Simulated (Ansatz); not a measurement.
Hf$_{5}$Ge$_{3}$:
```
Hf5Ge3
1.0
    7.96011     0.00000     0.00000
   -3.98005     6.89366     0.00000
    0.00000     0.00000     5.52640
Hf Ge
10 6
Cartesian
  0.00000   4.59577   0.00000
  3.98005   2.29789   0.00000
  3.98005   2.29789   2.76320
  0.00000   4.59577   2.76320
  2.00923   0.00000   1.38160
  5.95088   0.00000   4.14480
  1.00462   1.74005   4.14480
  2.97544   5.15361   1.38160
 -1.00462   1.74005   1.38160
 -2.97544   5.15361   4.14480
  4.86249   0.00000   1.38160
  3.09761   0.00000   4.14480
  2.43125   4.21104   4.14480
  1.54881   2.68261   1.38160
 -2.43125   4.21104   1.38160
 -1.54881   2.68261   4.14480
```

Relaxed with r²SCAN. Special points in fractions of this cell's reciprocal vectors: Γ (0.000, 0.000, 0.000); M (0.500, 0.000, 0.000); K (0.333, 0.333, 0.000); A (0.000, 0.000, 0.500); L (0.500, 0.000, 0.500); H (0.333, 0.333, 0.500).

Task: List the band energies nearest the Fermi level at these points for plane-wave PAW r²SCAN (Ansatz code).

Result: In eV from the Fermi level; about four levels below and three above (degenerate sets whole), none deeper than 8.9 eV; points with the same levels are listed once.

```csv
k,below,above
Γ,-1.37 -0.78 -0.78 -0.74,0.14 0.54 0.54
M,-0.83 -0.82 -0.47 -0.25,0.18 0.78 0.86
K,-0.97 -0.72 -0.72 -0.59,0.02 0.02 0.84 0.84
A,-1.10 -1.10 -1.10 -1.10,0.53 0.53 0.67 0.67 0.67 0.67
L,-0.57 -0.57 -0.20 -0.20,0.86 0.86 0.90 0.90
H,-0.77 -0.77 -0.77 -0.77 -0.21 -0.21,0.65 0.65 0.65 0.65
```

Space group P6_3/mcm. The first step of the workflow began from a Materials Project structure, measured or hypothetical; the Crystallography Open Database copy checked does not list it. Whether it is the stable phase at ambient conditions was not checked. The cell was relaxed with r²SCAN under the symmetry of its start; its stability against distortions is not shown here. No spin polarisation was allowed. Scalar-relativistic: spin–orbit coupling is off unless named, which matters more the heavier the elements.

Potentials: the later of the program's two PAW sets.
